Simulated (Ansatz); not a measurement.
Mo (simple cubic, Pm-3m) under volume change, DFT-PBE in the program Ansatz with PAW potentials, scaled uniformly.

```
V (Å³/atom)  E − E(relaxed) (meV/atom)  P (GPa)
-----------  -------------------------  -------
16.070                            99.5    21.54
16.600                            42.1    13.36
17.130                            10.0     6.21
17.660                             0.0    -0.01
18.189                             9.1    -5.36
18.719                            34.6    -9.94
19.249                            74.1   -13.84
```

Problem. What does a third-order Birch–Murnaghan fit give for V₀, B₀ and B′?

Solution. V₀ = 17.66 Å³/atom, B₀ = 191 GPa, B′ = 3.9.

The cell is a constructed one: a structure type filled with these elements; neither database checked (COD, Materials Project) lists it. It is not the phase usual at ambient conditions (space group No. 229). The cell was relaxed with PBE under the symmetry of its start; its stability against distortions is not shown here. The run is not spin-polarised.

Potentials: the later of the program's two PAW sets.
